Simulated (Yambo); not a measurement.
A BSE run in Yambo for KHF$_{2}$ (space group I4/mcm, No. 140) (LDA bands; 4×4×4 mesh, 12 valence and 11 conduction bands, static screening with 63 bands and a 3 Ry block, scissor 4.70 eV, Tamm-Dancoff; field along x) gives:

```json
[
 {"state": "1", "energy (eV)": "9.90", "states within 2 meV": "1", "relative strength": "< 0.01", "class": "dark"},
 {"state": "2", "energy (eV)": "10.05", "states within 2 meV": "2", "relative strength": "< 0.01", "class": "dark"},
 {"state": "3", "energy (eV)": "10.12", "states within 2 meV": "2", "relative strength": "1.00", "class": "strong"},
 {"state": "4", "energy (eV)": "10.21", "states within 2 meV": "1", "relative strength": "< 0.01", "class": "dark"},
 {"state": "5", "energy (eV)": "10.46", "states within 2 meV": "1", "relative strength": "< 0.01", "class": "dark"}
]
```

Axes are Cartesian, with cell vectors (Å) (-2.80, 2.80, 3.35), (2.80, -2.80, 3.35), (2.80, 2.80, -3.35).

Question: What changes when the screening block is changed to 2 Ry?

Answer: The lowest state goes from 9.902 eV to 9.907 eV, and its distance below the direct gap from 1.762 eV to 1.757 eV. These are vertical excitations (zero momentum). The scissor comes from a G0W0 run whose convergence isn't established.

Geometry of the Materials Project entry, not relaxed at this level; primitive cell a = b = c = 5.188 Å, α = β = 114.69°, γ = 99.48°.
